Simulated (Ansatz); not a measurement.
## Zr2Si2C: start and end of a relaxation

The guess for Zr2Si2C was made by a generator: random cell by space group and Wyckoff sites (P6/mmm, No. 191). Its size is a rough estimate.

start.cif

```cif
data_structure
_symmetry_space_group_name_H-M 'P6/mmm'
_symmetry_Int_Tables_number 191
_cell_length_a 4.6174
_cell_length_b 4.6174
_cell_length_c 5.1267
_cell_angle_alpha 90.000
_cell_angle_beta 90.000
_cell_angle_gamma 120.000
_cell_volume 94.66
loop_
_atom_site_label
_atom_site_type_symbol
_atom_site_symmetry_multiplicity
_atom_site_Wyckoff_symbol
_atom_site_fract_x
_atom_site_fract_y
_atom_site_fract_z
_atom_site_occupancy
Zr1 Zr 2 d 0.66667 0.33333 0.50000 1
Si1 Si 2 e 0.00000 0.00000 0.71973 1
C1 C 1 a 0.00000 0.00000 0.00000 1
```

Method: Ansatz, DFT PBE, scalar-relativistic, plane waves, PAW. Cutoff 420 eV, Gaussian smearing, Γ-centred meshes. Cell and atoms relax first on a coarse mesh and then on a finer one. In between, the cell is made exact in the group found at 0.06 Å. In metals the finer mesh still leaves noise of several meV/atom or more. The steps can't lower the symmetry of their start. No spin polarisation in the relaxation; trial moments died out in a coarse test.

end.cif

```cif
data_structure
_symmetry_space_group_name_H-M 'P6/mmm'
_symmetry_Int_Tables_number 191
_cell_length_a 4.6317
_cell_length_b 4.6317
_cell_length_c 6.1324
_cell_angle_alpha 90.000
_cell_angle_beta 90.000
_cell_angle_gamma 120.000
_cell_volume 113.93
loop_
_atom_site_label
_atom_site_type_symbol
_atom_site_symmetry_multiplicity
_atom_site_Wyckoff_symbol
_atom_site_fract_x
_atom_site_fract_y
_atom_site_fract_z
_atom_site_occupancy
Zr1 Zr 2 d 0.66667 0.33333 0.50000 1
Si1 Si 2 e 0.00000 0.00000 0.71372 1
C1 C 1 a 0.00000 0.00000 0.00000 1
```

The symmetry stays P6/mmm (No. 191). The volume per atom grows by 20.4 %, from 18.9 to 22.8 Å³. The shortest distance goes from 1.44 Å (Si–C) to 1.76 Å (Si–C). The ratio c/a of the conventional cell changes by a factor of 1.19. The energy falls by about 1.0 eV/atom (the start's value is from the coarse mesh).

```
Volume per atom                            : 22.79 Å³
Density                                    : 3.65 g/cm³
Energy over the elements                   : +0.80 eV/atom
Gap on the 12×12×6 mesh of the 5-atom cell : 0 eV (a metal)
```

Formation energies are uncorrected and refer to the elements' standard structures at the same level. The separate elements lie lower, so it is unstable against them.

The last run used Gaussian smearing of 0.10 eV. The reference form of C is held partly by dispersion forces, which this level lacks. A later test with randomly moved atoms led to a structure 1033 meV/atom lower, so this end is a saddle point or a shallow minimum. In all, the 3 runs took 39 s on 1 thread of AMD EPYC 9R45 96-Core Processor (Zen 5), with other jobs on the host.
